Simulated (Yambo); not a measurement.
A G0W0@PBEsol run in Yambo for Rb$_{2}$WO$_{2}$F$_{4}$ (space group C2/m, No. 12) (2×2×2 Γ-centred k mesh, bands 2 to 308 and a 8 Ry block in the screening, 308 bands in G with the Bruneval-Gonze terminator, plasmon pole fitted at 27.2 eV) gives these matrix elements, in eV, at the band edges ((0, 0, -0.5) → (-0.5, -0.5, -0.5)):

```csv
state,E0,<Vxc>,<Σx>,<Σc(E0)>,Z
valence edge,0.000,-19.535,-25.194,4.003,0.796
conduction edge,2.261,-18.275,-12.302,-3.685,0.819
```

Task: Solve the linearised quasiparticle equation for both states, give the gap, and say how exchange and correlation each act on it.

Result: E = E0 + Z(Σx + Σc − Vxc). Valence: 0.000 + 0.796 × (-25.194 + (4.003) − (-19.535)) = -1.32 eV. Conduction: 2.261 + 0.819 × (-12.302 + (-3.685) − (-18.275)) = 4.13 eV. The gap is 5.45 eV, against 2.26 eV in PBEsol. Replacing Vxc by bare exchange alone would open it by 11.63 eV; correlation takes back 7.69 eV of that, and Z scales what is left. Nearest settings tried, and what they do to the gap: 199 bands in W, 199 bands in G: +43 meV; 7 Ry block (355 vectors against 427): -5 meV. Not varied: mesh. So the settings aren't converged at that level. The k mesh is coarse. Without spin-orbit coupling, band edges of such heavy elements can be off by tenths of an eV.

Geometry of the Materials Project entry, not relaxed at this level; primitive cell a = b = 6.155 Å, c = 4.980 Å, α = β = 91.72°, γ = 59.83°.

The structure is a Materials Project entry; no match was found in the copy of COD used, and its stability was not checked.
